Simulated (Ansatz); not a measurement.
LiF (rock salt, Fm-3m), r²SCAN in the plane-wave PAW code Ansatz. The conduction-band minimum lies at Γ, with 1 equivalent valley. Second derivatives d²E/dk² of the lowest band at one valley (eV·Å²), along Cartesian directions:

```json
[
 {"direction": "[100]", "d²E/dk²": "8.665"},
 {"direction": "[010]", "d²E/dk²": "8.665"},
 {"direction": "[001]", "d²E/dk²": "8.665"},
 {"direction": "[110]", "d²E/dk²": "8.664"},
 {"direction": "[101]", "d²E/dk²": "8.664"},
 {"direction": "[011]", "d²E/dk²": "8.664"}
]
```

Find the principal effective masses, the density-of-states mass and the conductivity mass.

Off-diagonal terms follow from H_xy = H[110] − (H_xx + H_yy)/2, and m*/mₑ = 7.620 eV·Å² over each eigenvalue: 0.88, 0.88, 0.88. One valley's DOS mass (m₁m₂m₃)^(1/3) = 0.88, conductivity mass 3/(Σ 1/mᵢ) = 0.88 mₑ.

What effective density of states Nc follows at 300 K for parabolic valleys?

Nc = 2.509e19 × 1 × (0.88)^(3/2) ≈ 2.1e19 cm⁻³.

With the computed static dielectric constant 8.52 (mean of the diagonal), estimate a hydrogenic donor's binding energy and radius.

E = 13.606 eV × 0.88/8.52² ≈ 160 meV; a = 0.529 Å × ε/m* ≈ 5.1 Å. Semilocal masses tend to be too small where the gap is.

With ε∞ = 1.99 and ω_LO = 659 cm⁻¹, what Fröhlich coupling constant follows?

α = (1/ε∞ − 1/ε0) √(m* × 13.606 eV/ħω_LO) = 4.7.

Symmetry was held in the r²SCAN relaxation; phonons on a q-mesh show no instability.

Potentials: the later of the program's two PAW sets.
